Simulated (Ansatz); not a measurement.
ZrTi in space group P-6m2 (No. 187; Zr on 1a, Ti on 1d) at seven volumes, r²SCAN in the plane-wave PAW code Ansatz, shape and atoms relaxed at each. One row is withheld.

```tsv
V (Å³/atom)	P (GPa)
18.638	11.05
19.253	6.88
19.867	?
20.482	0.00
21.096	-2.83
21.711	-5.33
22.325	-7.51
```

### Question
Fit the shown pressures and predict the withheld one.

### Answer
Third-order Birch–Murnaghan: P = (3/2)B₀(x^(7/2) − x^(5/2))[1 + (3/4)(B′ − 4)(x − 1)] with x = (V₀/V)^(2/3). Least squares on the six rows gives V₀ = 20.482 Å³/atom, B₀ = 100.5 GPa, B′ = 3.28. At V = 19.867, x = 1.0205 and P = 3.22 GPa. The run itself gave 3.22 GPa.

The first step of the workflow began from a Materials Project structure, measured or hypothetical; the Crystallography Open Database copy checked does not list it. With Zr and Ti taken as one species the cell has the higher symmetry P6_3/mmc, so it may be an ordered model of a mixed-site phase. Its standing as an ambient phase is unchecked. The cell was relaxed with r²SCAN under the symmetry of its start; whether a distortion lowers the energy is not shown. No spin polarisation was allowed.

Potentials: the later of the program's two PAW sets.
